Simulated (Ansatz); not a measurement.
In2O3:
```yaml
crystal:
  lattice:
    - [3.41782, 0.00000, 0.00000]
    - [-1.70891, 2.95992, 0.00000]
    - [0.00000, 0.00000, 6.05424]
  atoms:
    - { symbol: In, position: [0.66667, 0.33333, 0.76230] }
    - { symbol: In, position: [0.33333, 0.66667, 0.23770] }
    - { symbol: O, position: [0.66667, 0.33333, 0.34633] }
    - { symbol: O, position: [0.33333, 0.66667, 0.65367] }
    - { symbol: O, position: [0.00000, 0.00000, 0.00000] }
```

Plane-wave PAW r²SCAN+D4 (Ansatz code) gives a gap of 1.34 eV without spin–orbit coupling, maximum off the standard path, at k = (0.000, 0.250, -0.214), minimum at Γ.

What happens when spin–orbit coupling is switched on?

The gap stays essentially unchanged, to 1.34 eV; maximum off the standard path, at k = (0.000, 0.250, -0.214), minimum at Γ.

Give the electron effective mass with spin–orbit coupling.

0.15, 0.18, 0.18 mₑ (principal values).

Give the hole effective mass with spin–orbit coupling.

0.61, 3.1, 4.9 mₑ (principal values).

Space group P-3m1 (La2O3 or Ni2Al3 type). The start of the workflow was typed in or built on a structure type; neither database checked (COD, Materials Project) lists it. It is not the phase usual at ambient conditions (space group No. 206). Symmetry was held in the r²SCAN+D4 relaxation. At this level the phase is mechanically unstable. The volume moved by -25 % from the start of the relaxation.

Potentials: the earlier of the program's two PAW sets.
